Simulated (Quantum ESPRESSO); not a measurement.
# In2GaAlP4: a curve over strain

Computed values, not a measurement. The program is pw.x of Quantum ESPRESSO 7.5 (plane-wave density functional theory). The cell is made up: 8 atoms on a zincblende/diamond lattice, with randomly drawn elements, strain and displacements, not relaxed. PseudoDojo standard norm-conserving files (v0.5 for PBE, v0.4.1 for LDA and PBEsol) set the functional; there is no spin polarisation, spin-orbit coupling or dispersion term, and the masses in the input are unused placeholders.

Seven runs add a strain to one cell (the same along x and y); the atoms follow the cell and are not relaxed. Stress in the table is positive in tension.

Input of the run at +0.0040:

```
&control calculation='scf', pseudo_dir='./dojo.nc.sr.pbe.v0_5.standard.upf', outdir='./o', disk_io='medium', tprnfor=.true., tstress=.true. /
&system ibrav=0, nat=8, ntyp=4, nbnd=37, ecutwfc=79.96652505, nosym=.true., tot_charge=0,
 occupations='smearing', smearing='fd', degauss=0.0018374661
/
&electrons conv_thr=7.350e-09, electron_maxstep=60, /
ATOMIC_SPECIES
Al 1.0 Al.upf
Ga 1.0 Ga.upf
In 1.0 In.upf
P 1.0 P.upf
CELL_PARAMETERS angstrom
5.7603 0.045 -0.0288
0.045 5.9454 -0.0582
-0.0289 -0.0584 5.8151
ATOMIC_POSITIONS angstrom
In -0.0085 0.0068 0.0423
In -0.004 2.9059 2.8727
Ga 2.8786 -0.0165 2.9195
Al 2.9144 3.074 -0.0284
P 1.4055 1.4705 1.4393
P 1.4112 4.4157 4.2417
P 4.3222 1.4179 4.2899
P 4.361 4.4643 1.384
K_POINTS automatic
4 4 4 1 1 1
```

| added strain | free energy less that of the input shown (eV) | stress xx (GPa) | stress yy (GPa) | stress zz (GPa) | stress xy (GPa) | pressure (GPa) | iterations |
| --- | --- | --- | --- | --- | --- | --- | --- |
| -0.0231 | -0.0336 | -2.10 | -0.99 | -0.66 | 0.02 | 1.25 | 11 |
| -0.0128 | -0.0521 | -0.53 | 0.67 | 0.41 | 0.07 | -0.18 | 11 |
| +0.0040 | 0.0000 | 1.73 | 3.07 | 1.90 | 0.15 | -2.23 | 11 |
| +0.0097 | 0.0387 | 2.42 | 3.80 | 2.33 | 0.17 | -2.85 | 11 |
| +0.0144 | 0.0784 | 2.96 | 4.37 | 2.67 | 0.19 | -3.33 | 11 |
| +0.0191 | 0.1247 | 3.48 | 4.91 | 2.99 | 0.21 | -3.79 | 11 |
| +0.0237 | 0.1758 | 3.96 | 5.42 | 3.28 | 0.22 | -4.22 | 11 |

A cubic fit gives a slope of stress xx against the added strain of 129 GPa at zero added strain, with the atoms clamped. Across the table the free energy follows the integral of the stress to within 1.3 meV. A rerun of one of the cells at 1377 eV and a 6 x 6 x 6 mesh moved values by no more than 0.008 eV in energy, 0.02 GPa in stress and 0.002 eV/Å in force.